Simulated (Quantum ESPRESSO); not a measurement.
# Moving one atom in BSi3C3N

Calculated results; nothing here was measured. They come from pw.x of Quantum ESPRESSO 7.5, a plane-wave density functional program, with PseudoDojo standard norm-conserving files (v0.5 for PBE, v0.4.1 for LDA and PBEsol). The cells are made up: elements, strain and atom displacements were drawn at random, and nothing was relaxed. There is no spin polarisation, spin-orbit coupling or dispersion term.

The cell has 8 sites of a zincblende or diamond lattice. Sites 1 to 4 hold B Si Si Si; sites 5 to 8 hold C C C N. Cell vectors in Å: (4.447, 0.063, 0.028); (0.063, 4.511, -0.066); (0.028, -0.066, 4.479). Settings: PBE, cutoff 1143 eV, 4 x 4 x 4 k mesh shifted by half a step, Fermi-Dirac smearing of 0.025 eV.

Each run shifts the C atom on site 6 along x and leaves all else fixed. Site 2 is one of its nearest neighbours. E is the free energy of the cell above the lowest run shown. The last column is band 17 less band 16 at Gamma, from a band step after each run.

| run | shift (Å) | Fx on site 6 (eV/Å) | Fx on site 2 (eV/Å) | P (GPa) | E (meV) | level step at Gamma (eV) |
| --- | --- | --- | --- | --- | --- | --- |
| 1 | -0.1119 | 0.158 | 3.478 | -21.34 | 0.0 | 0.604 |
| 2 | -0.0658 | -0.603 | 3.726 | -21.42 | 10.3 | 0.659 |
| 3 | -0.0364 | -1.083 | 3.866 | -21.40 | 35.1 | 0.691 |
| 4 | 0.0681 | -2.737 | 4.243 | -20.91 | 235.4 | 0.766 |
| 6 | 0.1175 | -3.482 | 4.356 | -20.45 | 389.2 | 0.782 |
| 7 | 0.1356 | -3.748 | 4.387 | -20.24 | 454.6 | 0.785 |
| 5 | 0.0950 | ? | ? | ? | ? | ? |

A rerun of one of these cells at 1437 eV and k mesh 6 x 6 x 6 moved values by no more than 0.005 eV in the cell's energy, 0.03 GPa in stress and 0.005 eV/Å in force.

## Worked fit

A parabola through the six runs shown gives Fx on site 6 = -1.669 - 15.90 u + 4.0 u² eV/Å, with u in Å and a scatter of 0.004 eV/Å. Minus the slope, 15.90 ± 0.08 eV/Å², is this atom's force constant along x at u = 0, with its periodic images moving too. The fitted force vanishes at u = -0.102 Å, where the energy should be lowest along this line. The error is the larger of the fit's own and the change that a cubic makes, rounded up.

## Withheld run

Question: what Fx on site 6 should run 5 give?

The fit gives -3.143 eV/Å. The calculation gave -3.146 eV/Å.

| run | shift (Å) | Fx on site 6 (eV/Å) | Fx on site 2 (eV/Å) | P (GPa) | E (meV) | level step at Gamma (eV) |
| --- | --- | --- | --- | --- | --- | --- |
| 5 | 0.0950 | -3.146 | 4.310 | -20.67 | 314.6 | 0.776 |